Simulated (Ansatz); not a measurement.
Relaxed-ion elastic tensor of ZnIn$_{2}$O$_{4}$ (spinel, space group No. 227) in GPa (Voigt order), PBEsol (plane waves, PAW; program Ansatz); density 6.71 g/cm³, 12.68 Å³ per atom.

```
 213   119   119   0.0   0.0   0.0
 119   213   119   0.0   0.0   0.0
 119   119   213   0.0   0.0   0.0
 0.0   0.0   0.0  71.1   0.0   0.0
 0.0   0.0   0.0   0.0  71.1   0.0
 0.0   0.0   0.0   0.0   0.0  71.1
```

Task: Is the crystal mechanically stable?

Result: Yes: the smallest eigenvalue of C is 71.1 GPa.

Task: Work out the Voigt, Reuss and Hill averages.

Result: K_V = 150, K_R = 150, K_H = 150; G_V = 61.5, G_R = 59.0, G_H = 60.3 GPa.

Task: Give Young's modulus, Poisson's ratio, Pugh's ratio and the universal anisotropy index.

Result: E = 9KG/(3K + G) = 159 GPa; ν = 0.32; K/G = 2.49 (ductile by the Pugh limit of 1.75); A_U = 5G_V/G_R + K_V/K_R − 6 = 0.21.

Task: Estimate the sound speeds and the Debye temperature.

Result: v_l = √((K + 4G/3)/ρ) = 5860 m/s, v_t = √(G/ρ) = 3000 m/s, mean 3360 m/s; Θ = (h/k)(3n/4πV)^(1/3) v_m = 428 K.

Task: Give the Zener ratio and Young's modulus along [100], [110] and [111].

Result: A = 2C44/(C11 − C12) = 1.51; 1/E = S11 − 2(S11 − S12 − S44/2)Γ with Γ = 0, 1/4, 1/3 gives 128, 166, 184 GPa.

Space group Fd-3m (spinel). The first step of the workflow began from a Materials Project structure, measured or hypothetical; the Crystallography Open Database copy checked does not list it. Its standing as an ambient phase is unchecked. The PBEsol relaxation kept the symmetry of its start; of distortions, only those at the zone centre were tested.

Potentials: the later of the program's two PAW sets.
